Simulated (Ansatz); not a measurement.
Given:

Relaxed CdS (zinc blende):

```
CELL_PARAMETERS angstrom
      0.00000     5.92710     5.92710
      2.96355     2.96355     5.92710
      2.96355     2.96355     0.00000
ATOMIC_POSITIONS crystal
  S  0.00000 0.75000 0.75000
  S  0.50000 0.75000 0.75000
  Cd 0.00000 0.00000 0.00000
  Cd 0.50000 0.00000 0.00000
```

The atoms are displaced by Q × the pattern below (from a DFPT mode at X = (0.5, 0.5, 0.0), largest move 1; Q in Å), at fixed cell. It is one choice among 2 degenerate patterns. (q is in reciprocal vectors of the primitive cell; the cell shown is doubled to hold the pattern.)

```
atom       x       y      z
----  ------  ------  -----
S1     0.000  -1.000  0.000
S2     0.000   1.000  0.000
Cd3    0.185   0.000  0.000
Cd4   -0.185   0.000  0.000
```

Computed with PBE (plane waves to 420 eV, PAW, scalar-relativistic; Ansatz, a first-principles code). k mesh 10×10×10 (Γ-centred), Fermi-Dirac smearing 0.05 eV. The energy includes the smearing's −TS. CdS was relaxed with its symmetry unable to fall. The PAW data are Ansatz's earlier set. The zero of ΔE is the undisplaced structure.

The scan covers Q from -0.100 to 0.100 Å in 13 points.

Q: Which space group does the distorted structure have?

A: C222_1 (No. 20), lowered from F-43m.

Q: Is this a single well or a double well?

A: A single well with its minimum at or next to zero displacement.

Q: What is the energy change at Q = 0.100 Å?

A: 86.5 meV/cell.

Q: What harmonic wavenumber does the curvature at Q = 0 give?

A: 256 cm⁻¹.

(For displaced atoms, the force is minus the slope of the energy, and its curvature is a force constant, which sets phonon frequencies.)
